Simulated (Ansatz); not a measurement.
Input and output of a single-point calculation on Ge built on the diamond prototype (Ansatz, PBE). The cell was relaxed with r2SCAN and then strained, so it isn't that functional's minimum.

input.yaml:
```yaml
crystal:
  lattice:
    - [0.0, 2.8368735121, 2.8368735121]
    - [2.8368735121, 0.0, 2.8368735121]
    - [2.8368735121, 2.8368735121, 0.0]
  atoms:
    - { symbol: Ge, position: [0.0, 0.0, 0.0] }
    - { symbol: Ge, position: [0.25, 0.25, 0.25] }
kpoints:
  mp_grid: { grid: [8, 8, 8] }
  band_path:
    path:
      - [0.0, 0.0, 0.0]
      - [0.5, 0.0, 0.5]
      - [0.625, 0.25, 0.625]
      - [0.375, 0.375, 0.75]
      - [0.5, 0.5, 0.5]
      - [0.5, 0.25, 0.75]
    npoints: 1
hamiltonian:
  xc: pbe
scf:
  occupations: { method: fermi_dirac, width: 0.02 }
  n_extra_bands: 4
output:
  forces: true
  stress: true
  eigenvalues: true
```

Run as `ansatz run input.yaml --threads 2 --pin off --max-ram 29491MiB --backend cpu --events-out ev --progress --plain --runs-dir out`. Wall time 0.73 s on 2 threads of AMD EPYC 7R13 Processor (Zen 3), on a shared host; peak host memory 0.44 GiB.

Abridged output:
```
scf.n_extra_bands = 4 over 14 filled bands (N_el = 28.0): the run solves 18 bands
Pseudopotential: Ge, paw, valence charge 14, recommended cutoff 420 eV (normal)
Functional definition: PBE
Crystal: 2 atoms, lattice volume = 45.661 Å³
Basis set: ecut = 420 eV, 893 PW (Γ)
Symmetry: 48 space group operations
Space group: Fd-3m (ITA 227)
k-points: 29 of 512
Free energy (F): -8589.937816 eV
Internal energy: -8589.937653 eV  (E = F + TS)
E sigma→0 (E₀):  -8589.937735 eV
Entropy (-TS):   -0.000163 eV (-0.082 meV/atom)
Fermi energy:    8.482363 eV
--- Per-component energies (eV) ---
  E_band       = -300.977753
  E_kinetic    = 223.009685
  E_local      = -4953.152876
  E_nonlocal   = 837.109754
  E_hartree    = 2173.643245
  E_xc         = -151.187447
  E_vxc        = -129.283902
  E_paw        = -4039.769295
  E_vpaw       = -625.933774
  E_ewald      = -2679.591534
  E_smearing   = -0.000163
--- Stress (GPa, compression-positive) ---
        3.034132       0.000000       0.000000
        0.000000       3.034132       0.000000
        0.000000       0.000000       3.034132
  P = ⅓ Tr σ = 3.0341 GPa (30.341 kbar)
```

bands.tsv, columns around the gap (it counts bands from 0):
```tsv
# k_distance	band_9	band_10	band_11	band_12	band_13	band_14	band_15	band_16	band_17
# fermi_ev = 8.482363
# [0, 0, 0] at k_distance = 0.000000
# [0.5, 0, 0.5] at k_distance = 1.107414
# [0.625, 0.25, 0.625] at k_distance = 1.498944
# [0.375, 0.375, 0.75] at k_distance = 2.177093
# [0.5, 0.5, 0.5] at k_distance = 2.855243
# [0.5, 0.25, 0.75] at k_distance = 3.638303
# levels_relative_to = fermi_ev
0.000	-24.550	-12.725	-0.062	-0.015	-0.015	-0.015	2.530	2.530	2.530
1.107	-24.509	-8.870	-8.870	-3.060	-3.060	0.746	0.746	9.422	9.422
1.499	-24.494	-9.339	-8.282	-4.304	-2.624	1.148	4.050	7.144	7.317
2.177	-24.494	-9.339	-8.282	-4.304	-2.624	1.148	4.050	7.144	7.317
2.855	-24.523	-10.655	-7.574	-1.408	-1.408	0.140	3.721	3.721	7.108
3.638	-24.497	-8.774	-8.774	-3.878	-3.878	4.272	4.272	4.693	4.693
```
In order the rows are Γ, X, U, K, L, W.

With PBE the gap closes, the bands meeting at Γ. The gap is the least over the mesh and the extra points. The mean pressure is +3.03 GPa (compression positive), so PBE would enlarge the cell's volume.

No spin polarisation and no zero-point or thermal motion.

Spin-orbit coupling is left out.
